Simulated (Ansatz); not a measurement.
Ni3SnN, first-principles data

Ni$_{3}$SnN:
```cif
data_NNi3Sn
_chemical_formula_sum 'Ni3 Sn1 N1'
_space_group_name_H-M_alt 'Pm-3m'
_space_group_IT_number 221
_space_group_name_Hall '-P 4 2 3'
_cell_length_a 3.80901
_cell_length_b 3.80901
_cell_length_c 3.80901
_cell_angle_alpha 90.000
_cell_angle_beta 90.000
_cell_angle_gamma 90.000
loop_
_atom_site_label
_atom_site_type_symbol
_atom_site_symmetry_multiplicity
_atom_site_Wyckoff_symbol
_atom_site_fract_x
_atom_site_fract_y
_atom_site_fract_z
_atom_site_occupancy
Ni1 Ni 3 c 0.00000 0.50000 0.50000 1
Sn1 Sn 1 a 0.00000 0.00000 0.00000 1
N1 N 1 b 0.50000 0.50000 0.50000 1
```

Space group Pm-3m (No. 221), anti-perovskite; conventional cell a = 3.8090 Å, b = 3.8090 Å, c = 3.8090 Å, α = 90.00°, β = 90.00°, γ = 90.00°.

Method: plane-wave PAW LDA (Ansatz code). The cell and atoms are relaxed at this level. Other levels are named where they apply.

Cell and energy:

| Item | Result |
|---|---|
| Volume per atom | 11.05 Å³ |
| Density | 9.28 g/cm³ |
| Formation energy from the elements (no fitted shifts) | -0.15 eV/atom |

Electronic structure:

| Property | Value |
|---|---|
| Electronic character | metallic (no gap) |
| Density of states at the Fermi level | 0.83 states/eV per atom (mean over ±0.08 eV) |

Mechanics:

| Item | Value |
|---|---|
| Bulk modulus (Birch–Murnaghan fit) | 218 GPa |
| Pressure derivative B′ | 4.9 |
| Elastic constants (relaxed ions, GPa) | C11 = 328, C12 = 163, C44 = 40.7 |
| Mechanical stability | stable (all eigenvalues of C positive) |
| Hill bulk and shear moduli | 218 and 54.3 GPa |
| Young's modulus | 150 GPa |
| Poisson's ratio | 0.39 |
| Debye temperature from the elastic constants | 365 K |

Phonons:

| Quantity | Value |
|---|---|
| Highest zone-centre frequency | 530 cm⁻¹ |
| Zone-centre stability | unstable, softest mode 57i cm⁻¹ |

The workflow started from a Materials Project entry (that database holds measured and hypothetical structures alike); the Crystallography Open Database copy checked does not list it. Whether it is the stable phase at ambient conditions was not checked. The cell was relaxed with LDA under the symmetry of its start. The run is not spin-polarised. With an odd number of electrons in the cell and no spin polarisation, the count alone makes it a metal. As this level gives no gap, shear constants depend on the k-mesh and smearing (Fermi–Dirac, 0.1 eV here). As this level gives no gap, phonon frequencies hold no LO–TO term and depend on the k-mesh and smearing (Fermi–Dirac, 0.1 eV here). On the denser mesh and wider smearing of the elastic run this cell carries a stress of 0.4 GPa. The references are the lowest solids computed at this level, not always the standard phases (solids in place of the gases). Scalar-relativistic: spin–orbit coupling is off unless named, which matters more the heavier the elements.

Potentials: the later of the program's two PAW sets.
